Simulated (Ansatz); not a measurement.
## Ga2Cu, first-principles data

Ga2Cu:
```xyz
3
Lattice="2.7632 0.0000 0.0000 0.0000 2.7632 0.0000 0.0000 0.0000 5.6905" Properties=species:S:1:pos:R:3 pbc="T T T"
Ga     1.3816     1.3816     1.6147
Ga     1.3816     1.3816     4.0758
Cu     0.0000     0.0000     0.0000
```

Space group P4/mmm (No. 123); conventional cell a = 2.7632 Å, b = 2.7632 Å, c = 5.6905 Å, α = 90.00°, β = 90.00°, γ = 90.00°.

Method: the program Ansatz at the LDA level (PAW). The cell and atoms are relaxed at this level. Other levels are named where they apply.

**Cell and energy**

- Volume per atom: 14.48 Å³
- Density: 7.76 g/cm³
- Formation energy from the elements (no fitted shifts): -102 meV/atom

**Electronic structure**

- Electronic character = metallic (no gap)
- Density of states at the Fermi level = 0.24 states/eV per atom (mean over ±0.08 eV)

**Mechanics**

* **Bulk modulus (Birch–Murnaghan fit)**: 103 GPa
* **Pressure derivative B′**: 5.1

**Phonons**

Highest zone-centre frequency: 250 cm⁻¹
Zone-centre stability: no imaginary mode at Γ

The workflow started from a Materials Project entry (that database holds measured and hypothetical structures alike); the Crystallography Open Database files this formula in space group No. 123, but the cells were not matched. Whether it is the stable phase at ambient conditions was not checked. The LDA relaxation kept the symmetry of its start. The run is not spin-polarised. As this level gives no gap, phonon frequencies hold no LO–TO term and depend on the k-mesh and smearing (Fermi–Dirac, 0.1 eV here). Axis ratios of metals converge slowly with the k-mesh, so a and c are less sure than the volume. The references are the lowest solids computed at this level, not always the standard phases. Scalar-relativistic: spin–orbit coupling is off unless named, which matters more the heavier the elements.

Potentials: the later of the program's two PAW sets.
